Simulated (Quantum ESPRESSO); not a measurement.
## MoPd3Mg2Ta2 (input and log of a self-consistent run)

A calculation, not a measurement. The program is pw.x of Quantum ESPRESSO 7.5 (plane-wave density functional theory). The cell is made up: eight metal atoms on a face-centred cubic lattice, with elements, volume, strain and displacements drawn at random and not relaxed, so it may be unstable or far from any real phase. PseudoDojo standard norm-conserving files set the functional (PBE unless stated); there is no spin polarisation or spin-orbit coupling, the Fermi-Dirac width of 0.25 eV means electrons at about 2900 K, and the masses in the input are unused placeholders. Heavy elements are run without spin-orbit coupling, which real alloys of them have. A spin test at this wide smearing found no moment, but such smearing suppresses magnetism that the real alloy may have.

Input:

```
&control calculation='scf', pseudo_dir='./dojo.nc.sr.pbe.v0_5.standard.upf', outdir='./o', disk_io='minimal', tprnfor=.true., tstress=.true. /
&system ibrav=0, nat=8, ntyp=4, nbnd=73, ecutwfc=84.00895049, nosym=.true., tot_charge=0,
 occupations='smearing', smearing='fd', degauss=0.0183746611
/
&electrons conv_thr=1.470e-08, electron_maxstep=70, mixing_beta=0.5 /
ATOMIC_SPECIES
Mg 1.0 Mg.upf
Mo 1.0 Mo.upf
Pd 1.0 Pd.upf
Ta 1.0 Ta.upf
CELL_PARAMETERS angstrom
0.0202 2.1284 2.0871
0.0574 4.2151 -4.1323
-8.2294 -2.2054 2.0832
ATOMIC_POSITIONS angstrom
Mo 0.0067 0.0142 0.0212
Pd -4.0091 -0.0253 -0.0224
Mg 0.0176 2.1262 -2.0023
Pd -4.0448 2.0776 -2.1064
Pd -6.1901 -0.1373 2.1046
Ta -2.0274 2.1791 0.0018
Ta -6.1019 2.0699 -0.003
Mg -2.0097 4.1717 -2.0224
K_POINTS automatic
8 4 3 1 1 1
```

The log is shortened where brackets say so; the opening notice, blank lines, dates and the lines on written files are dropped, and the path of the files is cut. It prints rydbergs, bohrs and kilobars, and counts compression as positive stress. Its total energy is the free energy E - TS of the whole cell.

```
     Program PWSCF v.7.5
     Parallel version (MPI & OpenMP), running on       4 processor cores
     Number of MPI processes:                 4
     Threads/MPI process:                     1
     [start-up lines left out]
     bravais-lattice index     =            0
     lattice parameter (alat)  =       5.6333  a.u.
     unit-cell volume          =     973.4505 (a.u.)^3
     number of atoms/cell      =            8
     number of atomic types    =            4
     number of electrons       =       114.00
     number of Kohn-Sham states=           73
     kinetic-energy cutoff     =      84.0090  Ry
     charge density cutoff     =     336.0358  Ry
     scf convergence threshold =      1.5E-08
     mixing beta               =       0.5000
     number of iterations used =            8  plain     mixing
     Exchange-correlation= PBE
                           (   1   4   3   4   0   0   0)
     [axes and pseudopotential details left out]
   Cartesian axes
     site n.     atom                  positions (alat units)
         1        Mo     tau(   1) = (   0.0022476   0.0047635   0.0071117  )
         2        Pd     tau(   2) = (  -1.3448752  -0.0084870  -0.0075142  )
         3        Mg     tau(   3) = (   0.0059040   0.7132458  -0.6716828  )
         4        Pd     tau(   4) = (  -1.3568510   0.6969426  -0.7066037  )
         5        Pd     tau(   5) = (  -2.0765039  -0.0460581   0.7059999  )
         6        Ta     tau(   6) = (  -0.6801028   0.7309914   0.0006038  )
         7        Ta     tau(   7) = (  -2.0469167   0.6943596  -0.0010064  )
         8        Mg     tau(   8) = (  -0.6741652   1.3994203  -0.6784255  )
     number of k points=    48  Fermi-Dirac smearing, width (Ry)=  0.0184
                       cart. coord. in units 2pi/alat
        k(    1) = (  -0.0843665   0.0889449  -0.0006192), wk =   0.0416667
        k(    2) = (   0.1580067   0.0861444  -0.0001091), wk =   0.0416667
     [further k points left out]
     Dense  grid:   101331 G-vectors     FFT dimensions: (  36,  72, 100)
     Estimated max dynamical RAM per process >     353.53 MB
     Estimated total dynamical RAM >       1.31 GB
     Initial potential from superposition of free atoms
     starting charge     113.9946, renormalised to     114.0000
     Starting wfcs are   67 randomized atomic wfcs +    6 random wfcs
     total cpu time spent up to now is        3.6 secs
     per-process dynamical memory:   273.8 Mb
     Self-consistent Calculation
     iteration #  1     ecut=    84.01 Ry     beta= 0.50
     Davidson diagonalization with overlap
     ethr =  1.00E-02,  avg # of iterations =  3.2
     total cpu time spent up to now is       12.1 secs
     total energy              =   -1438.23147650 Ry
     estimated scf accuracy    <      20.29319052 Ry
     iteration #  2     ecut=    84.01 Ry     beta= 0.50
     Davidson diagonalization with overlap
     ethr =  1.00E-02,  avg # of iterations =  5.0
     total cpu time spent up to now is       24.4 secs
     total energy              =   -1443.93845710 Ry
     estimated scf accuracy    <     135.18896609 Ry
     iteration #  3     ecut=    84.01 Ry     beta= 0.50
     Davidson diagonalization with overlap
     ethr =  1.00E-02,  avg # of iterations =  5.5
     total cpu time spent up to now is       37.0 secs
     total energy              =   -1451.31462647 Ry
     estimated scf accuracy    <      11.06247821 Ry
     iteration #  4     ecut=    84.01 Ry     beta= 0.50
     Davidson diagonalization with overlap
     ethr =  9.70E-03,  avg # of iterations =  1.9
     total cpu time spent up to now is       45.2 secs
     total energy              =   -1451.57898116 Ry
     estimated scf accuracy    <      10.34175890 Ry
     iteration #  5     ecut=    84.01 Ry     beta= 0.50
     Davidson diagonalization with overlap
     ethr =  9.07E-03,  avg # of iterations =  1.0
     total cpu time spent up to now is       52.5 secs
     total energy              =   -1451.61105845 Ry
     estimated scf accuracy    <       3.13891456 Ry
     [iterations 6 to 13 left out]
     iteration # 14     ecut=    84.01 Ry     beta= 0.50
     Davidson diagonalization with overlap
     ethr =  1.13E-08,  avg # of iterations =  2.0
     total cpu time spent up to now is      122.4 secs
     total energy              =   -1451.52879563 Ry
     estimated scf accuracy    <       0.00001918 Ry
     iteration # 15     ecut=    84.01 Ry     beta= 0.50
     Davidson diagonalization with overlap
     ethr =  1.13E-08,  avg # of iterations =  1.1
     total cpu time spent up to now is      128.7 secs
     total energy              =   -1451.52879711 Ry
     estimated scf accuracy    <       0.00000132 Ry
     iteration # 16     ecut=    84.01 Ry     beta= 0.50
     Davidson diagonalization with overlap
     ethr =  1.16E-09,  avg # of iterations =  1.2
     total cpu time spent up to now is      135.2 secs
     total energy              =   -1451.52879714 Ry
     estimated scf accuracy    <       0.00000059 Ry
     iteration # 17     ecut=    84.01 Ry     beta= 0.50
     Davidson diagonalization with overlap
     ethr =  5.21E-10,  avg # of iterations =  1.1
     total cpu time spent up to now is      141.7 secs
     total energy              =   -1451.52879720 Ry
     estimated scf accuracy    <       0.00000028 Ry
     iteration # 18     ecut=    84.01 Ry     beta= 0.50
     Davidson diagonalization with overlap
     ethr =  2.44E-10,  avg # of iterations =  1.0
     total cpu time spent up to now is      147.9 secs
     End of self-consistent calculation
     [lines on levels left out]
!    total energy              =   -1451.52879722 Ry
     estimated scf accuracy    <          7.5E-09 Ry
     smearing contrib. (-TS)   =      -0.10424491 Ry
     internal energy E=F+TS    =   -1451.42455231 Ry
     The total energy is F=E-TS. E is the sum of the following terms:
     one-electron contribution =    -609.02126487 Ry
     hartree contribution      =     346.53736919 Ry
     xc contribution           =    -238.09801284 Ry
     ewald contribution        =    -950.84264378 Ry
     convergence has been achieved in  18 iterations
     Forces acting on atoms (cartesian axes, Ry/au):
     atom    1 type  2   force =     0.01945116    0.01077586   -0.01561020
     atom    2 type  3   force =    -0.01457289    0.01069289   -0.00861337
     atom    3 type  1   force =     0.03906410   -0.00808963   -0.00111175
     atom    4 type  3   force =     0.00034952   -0.01181682    0.01594716
     atom    5 type  3   force =    -0.00741633    0.01072608   -0.00557403
     atom    6 type  4   force =    -0.04039353   -0.05445276    0.05491554
     atom    7 type  4   force =     0.03044174    0.01769115   -0.01813019
     atom    8 type  1   force =    -0.02692378    0.02447322   -0.02182315
     Total force =     0.119615     Total SCF correction =     0.000378
     Computing stress (Cartesian axis) and pressure
          total   stress  (Ry/bohr**3)                   (kbar)     P=      -84.85
  -0.00062164   0.00012520  -0.00022873          -91.45       18.42      -33.65
   0.00012520  -0.00057428  -0.00014513           18.42      -84.48      -21.35
  -0.00022873  -0.00014513  -0.00053447          -33.65      -21.35      -78.62
     init_run     :      3.40s CPU      3.53s WALL (       1 calls)
     electrons    :    141.14s CPU    144.34s WALL (       1 calls)
     forces       :      1.23s CPU      1.24s WALL (       1 calls)
     stress       :      4.26s CPU      4.26s WALL (       1 calls)
     [timing details left out]
     PWSCF        :   2m30.09s CPU   2m33.47s WALL
     JOB DONE.
```

In other units: free energy -19749.055 eV for the cell, pressure -8.48 GPa, largest force component 1.412 eV/Å in size. The run took 155 s of wall time with four MPI processes on a shared machine (AMD EPYC, Zen 5, virtual cores), so the time is rough. A rerun of this cell at a higher cutoff and on a denser mesh moved values by no more than 0.004 eV in energy, 0.08 GPa in stress and 0.016 eV/Å in force, and a second program with other atomic files agreed on that cell to 2 % rms in force and 0.5 GPa in pressure.